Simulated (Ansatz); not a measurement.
Te:
Space group Pmma (No. 51); a = 9.1086 Å, b = 3.1806 Å, c = 4.5223 Å, α = β = γ = 90.00°

| atom | site | symmetry | x | y | z |
|---|---|---|---|---|---|
| Te | 2f | mm2 | 0.2500 | 0.5000 | 0.4557 |
| Te | 2b | .2/m. | 0.0000 | 0.5000 | 0.0000 |

This is the r²SCAN-relaxed structure.

All from r²SCAN (plane waves, PAW; program Ansatz), unless another level is named. Estimate the electronic character.

metallic (no gap).

Predict the density of states at the Fermi level.

0.53 states/eV per atom (mean over ±0.08 eV).

The workflow started from a Materials Project entry (that database holds measured and hypothetical structures alike); the Crystallography Open Database copy checked does not list it. It is not the phase usual at ambient conditions (space group No. 152). Symmetry was held in the r²SCAN relaxation; whether a distortion lowers the energy is not shown. Scalar-relativistic: spin–orbit coupling is off unless named, which matters more the heavier the elements.

Potentials: the later of the program's two PAW sets.
